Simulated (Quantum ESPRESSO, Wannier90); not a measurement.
Wannier functions of BaAlSiH (P3m1)

```
begin unit_cell_cart
ang
    4.3342298762    0.0000000000    0.0000000000
   -2.1671149381    3.7535531787    0.0000000000
    0.0000000000    0.0000000000    5.2625500000
end unit_cell_cart
begin atoms_frac
Ba   0.0000000000  0.0000000000  0.0004400000
Al  -0.3333333333  0.3333333333  0.4652500000
Si   0.3333333333 -0.3333333333 -0.4576900000
H   -0.3333333333  0.3333333333  0.1349100000
end atoms_frac
```

Structure: Materials Project mp-571093, symmetrised, not relaxed again. Not found in the COD (Crystallography Open Database) copy used; not checked further. Level: PBEsol, no spin polarisation, no spin-orbit coupling; pw.x of Quantum ESPRESSO at 58 Ry with PseudoDojo potentials, 12×12×6 k-points, Wannier90. Density: 12×12×6 mesh, Gaussian smearing 0.01 Ry. Spin-orbit coupling is left out although heavy elements are present.

Bands 6 form an isolated set from -5.77 to -4.01 eV relative to the valence-band maximum (on the path) and are turned into 1 Wannier function by minimising the spread from the start: SCDM (isolated).

Task: Where do the functions sit, how wide are they and what are they made of?

Result: 
```tsv
functions	spread (Å²)	nearest atom, distance (Å)	second atom, distance (Å)	weight on atomic waves
1	8.07	Al 0.79	H 0.94	H 1s 33 %, Al 3s 16 %, Al 3p 16 %
```

Ω_I = 7.81 Å², Ω_total = 8.07 Å²; the interpolated bands follow pw.x to 0.7 meV rms on the path.
